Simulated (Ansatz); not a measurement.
Relaxed KZnF3 (cubic perovskite):

```
KZnF3
1.0
    4.05234     0.00000     0.00000
    0.00000     4.05234     0.00000
    0.00000     0.00000     4.05234
K Zn F
1 1 3
Cartesian
  0.00000   0.00000   0.00000
  2.02617   2.02617   2.02617
  0.00000   2.02617   2.02617
  2.02617   0.00000   2.02617
  2.02617   2.02617   0.00000
```

Scan: atom 1 (K, nearest neighbour F at 2.865 Å; its periodic images, 4.1 Å or more away, move with it) is displaced along Cartesian [110], direction (0.707, 0.707, 0.000) in Cartesian axes, by s. The other atoms stay.

Calculation: PBEsol (plane waves to 420 eV, PAW, scalar-relativistic; Ansatz, a quantum-chemistry and plane-wave program). k mesh 7×7×7 (Γ-centred), Fermi-Dirac smearing 0.05 eV. F∥ is the force on the atom along that direction. KZnF3 was relaxed with its symmetry unable to fall. 

```json
[
 {"s (Å)": "-0.860", "F∥ (eV/Å)": "5.272"},
 {"s (Å)": "-0.688", "F∥ (eV/Å)": "2.763"},
 {"s (Å)": "-0.516", "F∥ (eV/Å)": "1.423"},
 {"s (Å)": "-0.344", "F∥ (eV/Å)": "0.699"},
 {"s (Å)": "-0.172", "F∥ (eV/Å)": "0.285"},
 {"s (Å)": "0.000", "F∥ (eV/Å)": "0.000"},
 {"s (Å)": "0.172", "F∥ (eV/Å)": "-0.285"},
 {"s (Å)": "0.344", "F∥ (eV/Å)": "-0.699"},
 {"s (Å)": "0.516", "F∥ (eV/Å)": "-1.423"},
 {"s (Å)": "0.688", "F∥ (eV/Å)": "-2.763"},
 {"s (Å)": "0.860", "F∥ (eV/Å)": "-5.272"}
]
```

Problem. What is the force constant k = d²E/ds² of this move at s = 0?

Solution. 1.53 eV/Å². The forces along the line at the two nearest points give (0.285 − (-0.285)) / (2·0.172) = 1.66 eV/Å²; the next pair corrects for the finite step.

(A displaced cell: forces are minus the slopes of the energy, force constants its curvatures, and phonons follow from these.)
